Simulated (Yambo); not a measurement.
Rb$_{2}$RhAgF$_{6}$ (space group Fm-3m, No. 225), G0W0@LDA (Yambo, plasmon pole, terminator in G, 2×2×2 mesh): gap X → X in eV by bands and screening block.

```csv
bands (W and G),2 Ry,3 Ry,5 Ry,6 Ry,8 Ry
91,4.13,3.74,3.60,3.59,?
134,4.01,3.63,?,3.48,3.51
189,3.97,3.57,3.42,3.42,3.45
263,3.95,3.55,3.41,3.40,3.43
335,3.95,?,3.40,3.39,3.42
```

Question: Estimate the withheld gaps from their neighbours; the computed values follow.

Answer: 
- 91, 8 Ry: 3.61
- 134, 5 Ry: 3.49
- 335, 3 Ry: 3.54

The largest settings aren't shown to be the converged limit.

Spin-orbit coupling is not included.

Geometry of the Materials Project entry, not relaxed at this level; primitive cell a = b = c = 6.2540 Å, α = β = γ = 60.00°.

The structure is a Materials Project entry; no match was found in the copy of COD used, and its stability was not checked.
